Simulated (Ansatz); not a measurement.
ScZn (CsCl type, Pm-3m) at seven volumes, PBEsol in the plane-wave PAW code Ansatz, scaled uniformly. One row is withheld.

| V (Å³/atom) | P (GPa) |
|---|---|
| 16.372 | 9.59 |
| 16.912 | 5.88 |
| 17.452 | 2.71 |
| 17.992 | 0.00 |
| 18.531 | -2.32 |
| 19.071 | -4.31 |
| 19.611 | ? |

Problem. Fit the shown pressures and predict the withheld one.

Solution. P = (3/2)B₀(x^(7/2) − x^(5/2))[1 + (3/4)(B′ − 4)(x − 1)] with x = (V₀/V)^(2/3). Least squares on the six rows gives V₀ = 17.992 Å³/atom, B₀ = 83.5 GPa, B′ = 4.16. At V = 19.611, x = 0.9442 and P = -6.02 GPa. The run itself gave -6.00 GPa.

The workflow started from an entry of the Crystallography Open Database (COD). Its standing as an ambient phase is unchecked. The PBEsol relaxation kept the symmetry of its start; of distortions, only those at the zone centre were tested. No spin polarisation was allowed.

Potentials: the later of the program's two PAW sets.
